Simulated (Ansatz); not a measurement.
# Relaxing a structure of Sn

The start is a generated cell, Sn built in the trigonal-Te structure type. A full variable-cell relaxation at zero pressure is run with PBE (plane waves to 420 eV, PAW, scalar-relativistic; Ansatz, a program for electronic structure). The first steps use a coarse 9×9×6 k-mesh.

The start:
```
CELL_PARAMETERS angstrom
      4.15000     0.00000     0.00000
     -2.07500     3.59400     0.00000
      0.00000     0.00000     5.51439
ATOMIC_POSITIONS crystal
  Sn 0.26360 0.00000 0.33333
  Sn 0.00000 0.26360 0.66667
  Sn 0.73640 0.73640 0.00000
```

**Question.** What pressure does the first self-consistent step give?

**Answer.** +9.8 GPa (positive: the cell is compressed).

**Question.** What symmetry does the relaxed structure have?

**Answer.** The space group goes from P3₁21 (No. 152) to R-3m (No. 166), with 1 atom in the primitive cell.

**Question.** By how much does the energy per atom fall from start to end?

**Answer.** 0.34 eV/atom.

**Question.** How does the volume change?

**Answer.** +7.2 %, from 27.42 to 29.40 Å³/atom.

**Question.** How do the shortest distances between atoms change?

**Answer.** The closest pairs of elements (up to four, under 3.6 Å), start → end: Sn–Sn 2.64 → 3.09 Å.

**Question.** Give the final cell and atomic positions.

**Answer.** 
Space group R-3m, hexagonal axes (No. 166); a = b = 4.4282 Å, c = 5.1941 Å, α = β = 90.00°, γ = 120.00°

```json
[
 {"atom": "Sn", "site": "3b", "symmetry": "-3m", "x": "0.0000", "y": "0.0000", "z": "0.5000"}
]
```
(The calculation used a cell of 1 atom; values per cell refer to that cell.)

Final values are on a 15×15×15 k-mesh of the relaxed cell. No spin polarisation in the result.

The run could not lower the symmetry of its start; a shaken copy of this end point relaxes with PBE to P6/mmm (No. 191), 0.04 eV/atom lower.

The relaxed structure here is a generated cell of Sn: the first start was made by placing the elements on the sites of a structure type, and the end was not matched to a known phase here, so it may be hypothetical. Known forms of Sn include space group No. 141, 227.
